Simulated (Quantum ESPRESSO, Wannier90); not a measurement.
Tight-binding from DFT: Au (fcc (Cu type))

Structure: Materials Project mp-81, symmetrised, not relaxed again. This is the element's usual structure. Level: PBEsol, spinors with spin-orbit coupling; pw.x of Quantum ESPRESSO at 61 Ry with PseudoDojo potentials, 10×10×10 k-points, Wannier90. Density: 18×18×18 mesh, cold smearing 0.01 Ry.

The plane-wave run has 42 bands and 19 electrons a cell. On the energy scale of pw.x, whose zero is arbitrary, the Fermi level lies at 18.84 eV.

Input w.win, without the blocks of cell, atoms and k-points (1000 lines):

```
num_bands = 34
num_wann = 18
exclude_bands = 1-8
spinors = true
num_iter = 1000
conv_tol = 1.0e-6
conv_window = 4
dis_num_iter = 1000
dis_conv_tol = 1.0e-6
dis_froz_max = 20.34
dis_win_max = 36.21
write_hr = true
write_u_matrices = true
begin projections
f=-0.00075,0.00637,-0.01890: s;p;d
end projections
mp_grid = 10 10 10
```

wannier90.x stops with:
```
dis_windows: Energy window contains fewer states than number of target WFs
```
At some k-point the outer window holds fewer bands than num_wann, so no subspace of that size can be extracted. Mended as below, all else unchanged, the run goes through (Ω_I = 15.0 Å²) and follows the plane-wave bands to 2.8 meV rms (states up to 1.0 eV relative to the Fermi level).
Remove the line dis_win_max = 36.21.
